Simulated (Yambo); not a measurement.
Material: ZnS (zinc blende, space group F-43m, No. 216) under isotropic strain of -1.5 % on all lattice vectors; a = 3.7302 Å, b = 3.7302 Å, c = 3.7302 Å, α = 60.00°, β = 60.00°, γ = 60.00° (2 atoms in the cell). The PBEsol cell relaxed from Materials Project entry mp-10695 was given an isotropic strain of -1.5 % on all lattice vectors, and the atoms were relaxed again.

With norm-conserving PBEsol (Quantum ESPRESSO, 84 Ry, without SOC), the gap between the mesh's edge points (Γ → Γ) is 2.288 eV.

Task: What does a G0W0 run in Yambo give for it (4×4×4 Γ-centred k mesh, bands 5 to 151 and a 14 Ry block in the screening, 151 bands in G with the Bruneval-Gonze terminator, plasmon pole fitted at 27.2 eV)?

Result: The correction is 1.346 eV, giving 3.634 eV, 1.6 times the PBEsol value.  Convergence of the G0W0 settings was not tested.
